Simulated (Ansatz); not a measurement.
Structure relaxation, Hf

The start is a generated cell, Hf built in the diamond structure type. The structure is fully relaxed (lattice and positions, P = 0) with r2SCAN (plane waves to 500 eV, PAW, scalar-relativistic; Ansatz, a quantum-chemistry and plane-wave program). First-step values are on the input's coarse k-mesh.

Ansatz input (later rounds restart from its end on a renewed k-mesh):
Ansatz 0.2 input:
```yaml
crystal:
  lattice:
    - [0, 3.167115, 3.167115]
    - [3.167115, 0, 3.167115]
    - [3.167115, 3.167115, 0]
  atoms:
    - { symbol: Hf, position: [0.25, 0.25, 0.25] }
    - { symbol: Hf, position: [0, 0, 0] }
basis: { ecutwfc: 500, ecutrho_ratio: 4, xc_grid: 4, fft_grid_basis: typed }
kpoints: { mp_grid: { grid: [9, 9, 9] } }
hamiltonian:
  xc: r2scan
  dispersion: none
  pseudopotentials: { azcp: { folder: ./paw }, kind: paw }
scf: { occupations: { method: fermi_dirac, width: 0.05 } }
relax: { f_tol: 0.01, max_steps: 100, cell: { stress_tol: 0.02 } }
output: { forces: true, stress: true }
```

Q: By how much does the energy per atom fall from start to end?

A: 0.01 eV/atom.

Q: How does the volume per atom move from start to end?

A: +6.7 %, from 31.77 to 33.90 Å³/atom.

Q: How do the shortest distances between atoms change?

A: The closest pairs of elements (up to four, under 3.6 Å), start → end: Hf–Hf 2.74 → 2.80 Å.

Q: What band gap does the relaxed structure have at this level?

A: Zero (metallic).

The space group stays Fd-3m (No. 227) (the run could not lower it); the end is diamond type, with 2 atoms in the primitive cell. Final values are on a 13×13×13 k-mesh of the relaxed cell. No spin polarisation in the result. A magnetic state may lie lower.

The run could not lose the symmetry of its start, so the end can be a saddle point.

All atoms sit on sites fixed by symmetry, so only the cell could relax.

The relaxed structure here is a generated cell of Hf: the first start was made by placing the elements on the sites of a structure type, and the end was not matched to a known phase here, so it may be hypothetical. Known forms of Hf include space group No. 194.
